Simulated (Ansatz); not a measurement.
CoO:
```
CELL_PARAMETERS angstrom
      2.81539     0.00000     0.00000
     -1.40769     2.43820     0.00000
      0.00000     0.00000     5.38155
ATOMIC_POSITIONS crystal
  Co 0.00000 0.00000 0.00000
  Co 0.00000 0.00000 0.50000
  O  0.33333 0.66667 0.25000
  O  0.66667 0.33333 0.75000
```
The run is spin-polarised; directions of the spins, atom by atom: ↑ ↓ 0 0.

Relaxed with PBE. Special points in fractions of this cell's reciprocal vectors: Γ (0.000, 0.000, 0.000); M (0.500, 0.000, 0.000); K (0.333, 0.333, 0.000); A (0.000, 0.000, 0.500); L (0.500, 0.000, 0.500); H (0.333, 0.333, 0.500).

### Question
List the band energies nearest the Fermi level at these points for DFT-PBE in the program Ansatz with PAW potentials.

### Answer
In eV from the Fermi level; about four levels below and three above (degenerate sets whole), none deeper than 8.9 eV; … stands for higher levels left out; points with the same levels are listed once.

| k | below | above |
|---|---|---|
| Γ ↑ | -1.99 -1.99 -0.53 -0.53 -0.52 | 1.41 1.54 1.54 |
| M ↑ | -1.99 -1.67 -1.57 -0.78 | 0.20 0.39 1.80 |
| K ↑ | -2.20 -2.20 -2.08 -1.81 -1.81 | 0.02 0.09 0.09 |
| A ↑ | -0.81 -0.81 -0.70 -0.70 | 1.26 1.26 3.90 |
| L ↑ | -1.77 -1.70 -0.94 -0.81 | 0.18 0.29 1.41 |
| H ↑ | -1.53 -1.53 -0.23 -0.23 -0.05 | 1.95 1.95 … |

Space group P6_3/mmc (NiAs type). The start of the workflow was typed in or built on a structure type; neither database checked (COD, Materials Project) lists it. It is not the phase usual at ambient conditions (space group No. 225). The PBE relaxation kept the symmetry of its start, as lowered by the spin order; its stability against distortions is not shown here. Spin order of the final state: antiferromagnetic, chosen from 3 collinear starts compared on coarse meshes (ties went to the first, and starts can fall back to one state), not a proven ground state. No Hubbard U is applied. The compound may be a true metal, but semilocal functionals without U, or a wrong spin order, can also close a gap. Point labels and valley counts follow the cell and symmetry of the run, lower than the named group.

Potentials: the later of the program's two PAW sets.
